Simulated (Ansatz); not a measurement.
## Structures of CsSn2: which is lowest?

Plane-wave DFT in Ansatz with scalar-relativistic PAW potentials, cutoff 420 eV, Γ-centred meshes chosen by cell and gap, Gaussian smearing with energies taken to zero width. Every cell was relaxed (cell and atoms) in a run of its own, within the symmetry of its start. Functional: PBE.

Relaxed structures (starts from databases or built by putting these elements on another compound's sites):
A. P-3m1, 3 atoms in the computed cell, a = 4.775 Å, c = 6.579 Å; sites (symmetry × multiplicity) Cs -3m. × 1, Sn 3m. × 2; start: built
B. P6/mmm, 3 atoms in the computed cell, a = 5.040 Å, c = 6.223 Å; sites (symmetry × multiplicity) Cs 6/mmm × 1, Sn -6m2 × 2; start: built
C. R-3m, 3 atoms in the computed cell, a = 4.708 Å, c = 21.353 Å; sites (symmetry × multiplicity) Cs -3m × 3, Sn 3m × 6; start: built

Rank them by energy. Could pressure change the order?

| structure | group | E − E(lowest) (meV/atom) | V (Å³/atom) | gap on mesh (eV) |
| --- | --- | --- | --- | --- |
| A | P-3m1 | 0.0 | 43.30 | 0.00 |
| C | R-3m | 63 | 45.55 | 0.00 |
| B | P6/mmm | 84 | 45.64 | 0.00 |

A is lowest, 63 meV/atom under C. The lowest is also the densest of these, so pressure wouldn't bring one of the others in at first order. Other structures may lie lower than all of these, and vibrations aren't counted.

Spin-orbit coupling is left out, which matters for the bands of heavy elements.